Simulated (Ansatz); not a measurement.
The geometry is COD entry 1538927, unchecked; take it as a test cell. The listed cell was then made from it by scaling, straining or moving an atom.

LuTl3: DFT, PBEsol, all-electron PAW with datasets made for the crystal, scalar-relativistic (Ansatz 0.2.0). What sets it apart from a plain run of this crystal: volume scaled by 1.02.

Command: `ansatz run input.yaml --threads 1 --pin off --max-ram 4096MiB --backend cpu --events-out ev --progress --plain --runs-dir out` The run took 14 s on 1 thread of Intel(R) Xeon(R) Platinum 8488C (Sapphire Rapids), on a shared host, peak memory 0.72 GiB.

```yaml
crystal:
  lattice:
    - [4.6838154676, 0.0, 0.0]
    - [0.0, 4.6838154676, 0.0]
    - [0.0, 0.0, 4.6838154676]
  atoms:
    - { symbol: Lu, position: [0.0, 0.0, 0.0] }
    - { symbol: Tl, position: [0.0, 0.5, 0.5] }
    - { symbol: Tl, position: [0.5, 0.0, 0.5] }
    - { symbol: Tl, position: [0.5, 0.5, 0.0] }
kpoints:
  mp_grid: { grid: [7, 7, 7] }
scf:
  occupations: { method: fermi_dirac, width: 0.08 }
hamiltonian:
  xc: pbesol
  pseudopotentials: { kind: all_electron, datasets: crystal }
output:
  forces: true
  stress: true
  eigenvalues: true
  efg: { contact_densities: true }
```

Output:

```
hamiltonian.pseudopotentials.datasets: crystal makes datasets for this crystal and solves the spheres of its atoms anew in each pass: cutoff 340.0 eV, the density's 1360.0 eV; for an error of 0.50 meV an atom under PBE, 2.0 meV for the cell; an energy difference from a run of another recipe may be off by several times the error for the cell, under r2SCAN by more, where some 0.1 meV an atom stays at smaller errors; Lu in spheres of 1.376 Å, 25 of its electrons in bands; Tl in spheres of 1.376 Å, 13 of its electrons in bands
Lu, Tl: output.efg is read without spin–orbit coupling, which moves field gradients at and beside such atoms by some per cent and up to a factor of two; PAW files take it under magnetization.noncollinear and magnetization.spin_orbit
Engine: ansatz 0.2.0
Pseudopotentials: kind: all_electron
Pseudopotential: Lu, paw, valence charge 25, recommended cutoff 340 eV (normal), Koelling and Harmon's equation, gaussian nucleus
Pseudopotential: Tl, paw, valence charge 13, recommended cutoff 340 eV (normal), Koelling and Harmon's equation, gaussian nucleus
Functional definition: PBEsol
  exchange = pbesol_x
  correlation = pbesol_c
Crystal: 4 atoms, lattice volume = 102.754 Å³
Basis set: ecut = 340 eV, 1419 PW (Γ), exchange–correlation on 60×60×60 points (8 copies of the dense FFT grid, shifted against one another)
Bands: 39, of which v1, the nominal top of the filled ones, is band 32 counted from 1 (31 counted from 0)
Symmetry: 48 space group operations
Space group: Pm-3m (ITA 221), of the structure as read, at distance tolerance 4.7e-5 Å
k-points: 20 of 343
Non-local potential: Lu, projectors of the file, l = 0: 2, l = 1: 2, l = 2: 1, l = 3: 2
Non-local potential: Tl, projectors of the file, l = 0: 1, l = 1: 1, l = 2: 2
PAW form: soft (Blöchl's): semilocal exchange-correlation on the pseudo side does not see the compensation charge
PAW one-centre angular grid: Lu, 590 points (default); XC on its mesh's 1827 points in the sphere
PAW one-centre angular grid: Tl, 590 points (default); XC on its mesh's 1811 points in the sphere
Initial density: superposition of atomic densities (neutral atoms: chi_scale 0, normalization atom)
Initial wavefunctions: pseudopotential atomic-orbital guess
Functional: x = pbesol(κ = 0.804, μ = 0.12345679012345678), c = pbesol(β = 0.046)
iter 1 solved again at ethr=1.66e-3 eV; its pass at ethr=1.00e-1 eV (dr2=1.06e0 eV) is discarded
SCF iter   1: F=—  HF=-2048006.660401 eV  |F-HF|=—  |Δ(HF+E_count)|=         —  Δρ=2.76e-2  dr2=1.01e0  ethr=1.66e-3  ⟨swp⟩=3.1  Hψ=3719  notcnv=0
preconditioner: auto → Kerker (q_TF=auto, 2.521 Å⁻¹)  [metal: Δε(μ)=0.079 eV  Ē_g=12.513 eV  σ=0.080 eV  W_gap=0.24  n_scr=26 (ndim 8)  ℏωp=28.8 eV  f_vac=0.000  D(μ)=1.90/eV (n_scr^D=6)]
SCF iter   2: F=—  HF=-2048006.430113 eV  |F-HF|=—  |Δ(HF+E_count)|=   2.30e-1  Δρ=1.74e-2  dr2=4.26e-1  ethr=1.58e-3  ⟨swp⟩=2.1  Hψ=1560  notcnv=0
iter 3 solved again at ethr=2.76e-5 eV; its pass at ethr=6.65e-4 eV (dr2=1.76e-2 eV) is discarded
SCF iter   3: F=—  HF=-2048006.264193 eV  |F-HF|=—  |Δ(HF+E_count)|=   1.66e-1  Δρ=3.69e-3  dr2=1.66e-2  ethr=2.76e-5  ⟨swp⟩=3.0  Hψ=3599  notcnv=0
SCF iter   4: F=—  HF=-2048006.273384 eV  |F-HF|=—  |Δ(HF+E_count)|=   9.19e-3  Δρ=2.93e-3  dr2=7.99e-3  ethr=2.59e-5  ⟨swp⟩=3.3  Hψ=2027  notcnv=0
SCF iter   5: F=—  HF=-2048006.269715 eV  |F-HF|=—  |Δ(HF+E_count)|=   3.67e-3  Δρ=1.15e-3  dr2=1.67e-3  ethr=1.25e-5  ⟨swp⟩=3.0  Hψ=1759  notcnv=0
SCF iter   6: F=—  HF=-2048006.271878 eV  |F-HF|=—  |Δ(HF+E_count)|=   2.16e-3  Δρ=3.51e-4  dr2=2.57e-4  ethr=2.61e-6  ⟨swp⟩=3.0  Hψ=1745  notcnv=0
SCF iter   7: F=—  HF=-2048006.271838 eV  |F-HF|=—  |Δ(HF+E_count)|=   3.98e-5  Δρ=1.71e-4  dr2=5.54e-5  ethr=4.01e-7  ⟨swp⟩=3.3  Hψ=1719  notcnv=0
SCF iter   8: F=—  HF=-2048006.271810 eV  |F-HF|=—  |Δ(HF+E_count)|=   2.78e-5  Δρ=4.90e-5  dr2=5.62e-6  ethr=8.66e-8  ⟨swp⟩=3.2  Hψ=1766  notcnv=0
SCF iter   9: F=—  HF=-2048006.271698 eV  |F-HF|=—  |Δ(HF+E_count)|=   1.12e-4  Δρ=1.15e-5  dr2=3.41e-7  ethr=8.78e-9  ⟨swp⟩=3.7  Hψ=1718  notcnv=0  defer=1
SCF iter  10: F=—  HF=-2048006.271698 eV  |F-HF|=—  |Δ(HF+E_count)|=   2.10e-9  Δρ=7.44e-6  dr2=1.03e-7  ethr=5.33e-10  ⟨swp⟩=3.9  Hψ=1833  notcnv=0  defer=1
SCF iter  11: F=-2048006.271698 eV  HF=-2048006.271698 eV  |F-HF|=4.19e-9  |Δ(HF+E_count)|=   2.33e-9  Δρ=1.45e-6  dr2=4.59e-9  ethr=1.61e-10  ⟨swp⟩=3.6  Hψ=1705  notcnv=0
SCF 1 converged in 11 iterations: F = -2048006.271698 eV  dr2 = 4.59e-9
  Residual-converged pass: ⟨swp⟩=4.2  Hψ=1479  notcnv=0  max |occ|·‖R‖ = 6.6e-6 eV (tolerance 6.7e-6 eV)  dr2=3.93e-9  dr2_onsite=3.79e-9  max |Δocc| = 4.0e-8
  greatest PAW one-centre occupation: 0.996 electrons in one spin orbital (limit 2), on the Lu atom at site 0 (counted from 0), in its partial waves of l = 0
SCF converged after 11 iterations
Free energy (F): -2048006.271698 eV
Harris-Foulkes:  -2048006.271698 eV  (|F-HF|=4.19e-9)
Internal energy: -2048006.230487 eV  (E = F + TS)
E sigma→0 (E₀):  -2048006.251093 eV
Entropy (-TS):   -0.041211 eV (-10.303 meV/atom)
Past the cutoff: the bands carry plane waves up to 1.75 times it, of which those up to 1.5 times it add -0.000320 eV an atom, each by itself; the spheres take 0.000157 eV an atom off the energy for waves past 1.75 times it
By the cutoff:   a pressure is off by up to 0.005 GPa (1.2 times the spheres' own share and the shells' term, over an atom's volume, and 0.004 GPa: a bound that held against runs at twice the plane waves)
Past the cutoffs: a stress includes 0.0020 GPa for waves and charges beyond them, in addition to the slope of what the spheres take
In the spheres:  the bands' charges fall short by 6.4e-7 e at most (sound up to 1e-3)
Fermi energy:    17.657741 eV
--- Per-component energies (eV) ---
  The terms above E_closure are by the made datasets' own strengths, without shells solved beside the bands.
--- Forces (eV/Å), atoms counted from 1 ---
  atom   1  Lu    -0.00000000    -0.00000000    -0.00000000
  atom   2  Tl     0.00000000     0.00000000     0.00000000
  atom   3  Tl     0.00000000    -0.00000000    -0.00000000
  atom   4  Tl     0.00000000    -0.00000000     0.00000000
  max |Σ_I F_I| component: 5.08e-29 eV/Å
--- Stress (GPa, compression-positive) ---
       -1.332830       0.000000      -0.000000
        0.000000      -1.332830       0.000000
        0.000000       0.000000      -1.332830
  P = ⅓ Tr σ = -1.3328 GPa (-13.328 kbar)
--- PAW observables at the nuclei: V_zz in 10²¹ V/m², potentials from the cell's mean, atoms counted from 1 ---
  atom   1  Lu V_zz =    -0.000000   η = 0.0000   by run symmetry: forbidden
            electrostatic potential = -13868.459655 V   contact ρ = 6952896.447876 e/Å³
  atom   2  Tl V_zz =   +24.997742   η = 0.0000   by run symmetry: allowed
            electrostatic potential = -17134.781739 V   contact ρ = 15254184.311949 e/Å³
  atom   3  Tl V_zz =   +24.997742   η = 0.0000   by run symmetry: allowed
            electrostatic potential = -17134.781739 V   contact ρ = 15254184.311950 e/Å³
  atom   4  Tl V_zz =   +24.997742   η = 0.0000   by run symmetry: allowed
            electrostatic potential = -17134.781739 V   contact ρ = 15254184.311964 e/Å³
--- Band table (eV; the first three rows and the last of 20) ---
  k-point 0: bands = ["-39.2875", "-9.9430", "-9.9430", "-9.9430", "5.5929", "5.6411", "5.6411", "5.6411", "5.8815", "5.8815", "6.2219", "6.2219", "6.2219", "6.4340", "6.4340", "6.6565", "6.7358", "6.7358", "6.7358", "7.3996", "11.9449", "11.9449", "11.9449", "11.9493", "11.9493", "11.9493", "11.9560", "13.7868", "13.7868", "16.1141", "16.1141", "16.1141", "19.9334", "20.1006", "20.1006"]
  k-point 1: bands = ["-39.2875", "-9.9454", "-9.9431", "-9.9431", "5.6322", "5.6530", "5.6836", "5.6836", "5.8960", "5.9199", "6.2093", "6.2252", "6.2252", "6.4042", "6.4349", "6.6290", "6.6730", "6.6730", "6.7359", "7.5614", "11.9409", "11.9456", "11.9462", "11.9462", "11.9509", "11.9509", "11.9564", "12.9151", "13.8744", "16.1982", "16.1982", "16.7003", "19.3686", "19.7427", "19.7427"]
  k-point 2: bands = ["-39.2875", "-9.9509", "-9.9433", "-9.9433", "5.6820", "5.7353", "5.8050", "5.8050", "5.9303", "6.0215", "6.1790", "6.2294", "6.2294", "6.3165", "6.4342", "6.5102", "6.5102", "6.5544", "6.7359", "8.0474", "11.4483", "11.9322", "11.9484", "11.9484", "11.9550", "11.9550", "11.9573", "11.9657", "14.1131", "16.3738", "16.3738", "17.4705", "18.0179", "19.3702", "19.3702"]
  k-point 19: bands = ["-39.2873", "-9.9512", "-9.9508", "-9.9508", "5.7632", "5.7769", "5.8050", "5.8050", "5.9831", "5.9831", "6.0155", "6.2450", "6.2828", "6.2828", "6.3155", "6.3155", "6.6230", "6.6230", "6.6653", "11.2769", "11.8300", "11.8300", "11.9493", "11.9511", "11.9512", "11.9516", "11.9516", "11.9763", "11.9763", "14.5681", "15.2844", "15.3159", "15.3159", "18.9661", "20.6876"]
```
